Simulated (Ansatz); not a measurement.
Consider the following.

ZrVSi:
```cif
data_Si2V2Zr2
_chemical_formula_sum 'V2 Zr2 Si2'
_space_group_name_H-M_alt 'P4/nmm :1'
_space_group_IT_number 129
_space_group_name_Hall 'P 4ab 2ab -1ab'
_cell_length_a 3.67807
_cell_length_b 3.67807
_cell_length_c 7.23401
_cell_angle_alpha 90.000
_cell_angle_beta 90.000
_cell_angle_gamma 90.000
loop_
_space_group_symop_operation_xyz
  'x, y, z'
  '-y+1/2, x+1/2, z'
  '-x, -y, z'
  'y+1/2, -x+1/2, z'
  'x+1/2, -y+1/2, -z'
  '-y, -x, -z'
  '-x+1/2, y+1/2, -z'
  'y, x, -z'
  '-x+1/2, -y+1/2, -z'
  'y, -x, -z'
  'x+1/2, y+1/2, -z'
  '-y, x, -z'
  '-x, y, z'
  'y+1/2, x+1/2, z'
  'x, -y, z'
  '-y+1/2, -x+1/2, z'
loop_
_atom_site_label
_atom_site_type_symbol
_atom_site_symmetry_multiplicity
_atom_site_Wyckoff_symbol
_atom_site_fract_x
_atom_site_fract_y
_atom_site_fract_z
_atom_site_occupancy
V1 V 2 a 0.00000 0.00000 0.00000 1
Zr1 Zr 2 c 0.00000 0.50000 0.35911 1
Si1 Si 2 c 0.50000 0.00000 0.24376 1
```

This is the r²SCAN-relaxed structure.

Q: All from DFT-r²SCAN in the program Ansatz with PAW potentials, unless another level is named. Predict the electronic character.

A: metallic (no gap).

Q: Next, the density of states at the Fermi level?

A: 0.44 states/eV per atom (mean over ±0.08 eV).

Q: Give the formation energy from the elements (no fitted shifts).

A: -0.81 eV/atom.

The workflow started from an entry of the Crystallography Open Database (COD). Whether it is the stable phase at ambient conditions was not checked. Symmetry was held in the r²SCAN relaxation; whether a distortion lowers the energy is not shown. The workflow began spin-polarised and lost its moments. The references are the lowest solids computed at this level, not always the standard phases. Scalar-relativistic: spin–orbit coupling is off unless named, which matters more the heavier the elements.

Potentials: the later of the program's two PAW sets.
